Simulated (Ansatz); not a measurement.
**Vibrational response of TlSn at 15 GPa**

Computed with Ansatz 0.2.0, DFT LDA, scalar-relativistic, plane waves, PAW. Plane waves to 420 eV; Γ-centred k mesh 14×14×10; Fermi-Dirac smearing of 0.15 eV. No spin polarisation. Phonons by linear response, acoustic sum rule imposed.

The cell, relaxed at 15 GPa:
```
CELL_PARAMETERS angstrom
3.08238 0.00000 0.00000
0.00000 3.08238 0.00000
0.00000 0.00000 4.65875
ATOMIC_POSITIONS crystal
Tl 0.00000 0.00000 0.00000
Sn 0.50000 0.50000 0.50000
```

In a metal, frequencies and elastic constants depend on the k mesh and the smearing, soft modes and shear constants most. Spin–orbit coupling is left out, which can shift energies with elements as heavy as these. Other phases may be more stable at this pressure.

Optical modes at Γ; i marks an imaginary frequency:
```json
{"frequency (meV)": "7.6", "degeneracy": "2"}
{"frequency (meV)": "17.6", "degeneracy": "1"}
```

All 3 optical modes at Γ are real: no displacement of atoms at fixed cell lowers the energy to second order. Strains and modes at other wave vectors aren't tested by this run.

Cost: 1 run of about 2.2 core-minutes, on Arm Neoverse V1 (shared hosts).